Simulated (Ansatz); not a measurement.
Here is the system:

Starting cell, Sb (A7 type, space group R-3m):

```yaml
crystal:
  lattice:
    - [2.13423, 1.23220, 3.57258]
    - [-2.13423, 1.23220, 3.57258]
    - [0.00000, -2.46440, 3.57258]
  atoms:
    - { symbol: Sb, position: [0.23890, 0.23890, 0.23890] }
    - { symbol: Sb, position: [0.76110, 0.76110, 0.76110] }
```

In this cell atom 2 (Sb, nearest neighbour Sb at 2.910 Å; its periodic images, 4.3 Å or more away, move with it) is moved by s along Cartesian [110], unit vector (0.707, 0.707, 0.000); all other atoms and the cell stay fixed.

These are PBEsol-D3(BJ) (plane waves to 420 eV, PAW, scalar-relativistic; Ansatz, a program for electronic structure) values and carry that method's errors. k mesh 11×11×11 (Γ-centred), Fermi-Dirac smearing 0.05 eV. The energy includes the smearing's −TS. With partly filled bands, energies and forces of such displacements shift with the k mesh and the smearing. Sb was relaxed with its symmetry unable to fall. Spin-orbit coupling is left out, though Sb is heavy. The zero of ΔE is the undisplaced structure.

The scan covers s from -0.580 to 0.580 Å in 11 points.

Is this a single well or a double well?

A single well with its minimum at or next to zero displacement.

Is the energy the same for displacements of ±0.580 Å, and if not, which side lies higher?

Not even: the negative side lies higher at ±0.580 Å. With its periodic images moving along, the atom's site symmetry in this cell is 3m.

What force acts on the atom along the line at s = -0.580 Å?

3.60 eV/Å.

What is the energy change at s = 0.580 Å?

475 meV/cell.

(For displaced atoms, the force is minus the slope of the energy, and its curvature is a force constant, which sets phonon frequencies.)
